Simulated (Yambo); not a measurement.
G0W0@PBEsol for Mg₂ZnO₃ (space group P-3m1, No. 164) in Yambo. Reference settings: 6×6×2 Γ-centred k mesh, bands 7 to 125 and a 8 Ry block in the screening, 125 bands in G with the Bruneval-Gonze terminator, plasmon pole fitted at 27.2 eV. The PBEsol gap A → Γ on this mesh is 2.84 eV; G0W0 gaps are taken between the same points.

The settings were changed. The gap went from 4.72 eV to 4.63 eV, and the shift of the valence edge from -1.04 eV to -0.82 eV.

Question: Name the change that produced these shifts.
A) no terminator
B) wavefunctions cut at 25 Ry
C) 57 bands in G, no terminator
D) 57 bands in G

Answer: A, no terminator. The others gave (gap, valence shift): 57 bands in G: 4.74, -1.05 eV; 57 bands in G, no terminator: 4.53, -0.39 eV; wavefunctions cut at 25 Ry: 4.52, -0.74 eV.

Geometry of the Materials Project entry, not relaxed at this level; primitive cell a = b = 3.0330 Å, c = 7.4033 Å, α = β = 90.00°, γ = 120.00°.

The structure is a Materials Project entry; no match was found in the copy of COD used, and its stability was not checked.

A shift is the quasiparticle energy of the state minus its PBEsol energy.
